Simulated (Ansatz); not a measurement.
Two-dimensional strain map in Ta₂N

Level of theory: DFT r2SCAN, scalar-relativistic, plane waves, PAW (Ansatz 0.2.0). Cutoff 500 eV, Γ-centred 12×12×8 k-points, Gaussian smearing of 0.15 eV. Spin–orbit coupling is left out, which can shift energies with elements as heavy as these. No spin polarisation. Energies are free energies at this smearing, counted from the undisturbed cell; pressure is positive in compression.

Reference structure (relaxed at this level; it needn't be the usual structure):

```yaml
crystal:
  lattice:
    - [5.29092, 0.00000, 0.00000]
    - [-2.64546, 4.58207, 0.00000]
    - [0.00000, 0.00000, 4.93032]
  atoms:
    - { symbol: Ta, position: [0.66675, 0.66675, 0.75334] }
    - { symbol: Ta, position: [0.00000, 0.33325, 0.75334] }
    - { symbol: Ta, position: [0.33325, 0.00000, 0.75334] }
    - { symbol: Ta, position: [0.33325, 0.33325, 0.24666] }
    - { symbol: Ta, position: [0.00000, 0.66675, 0.24666] }
    - { symbol: Ta, position: [0.66675, 0.00000, 0.24666] }
    - { symbol: N, position: [0.66667, 0.33333, 0.50000] }
    - { symbol: N, position: [0.33333, 0.66667, 0.50000] }
    - { symbol: N, position: [0.00000, 0.00000, 0.00000] }
```

The cell is strained by p along both x and y and by q along z, fractional coordinates fixed. Points are written (p, q).

Energy above the undisturbed cell in meV/atom (a dash: not computed):

```csv
p \ q,-0.030,0.000,0.030
-0.030,112.0,55.3,39.3
0.000,20.2,0.0,17.4
0.030,38.4,47.7,92.0
```

Pressure in GPa:

```csv
p \ q,-0.030,0.000,0.030
-0.030,33.5,20.8,10.2
0.000,10.1,0.0,-8.4
0.030,-7.4,-15.5,-22.2
```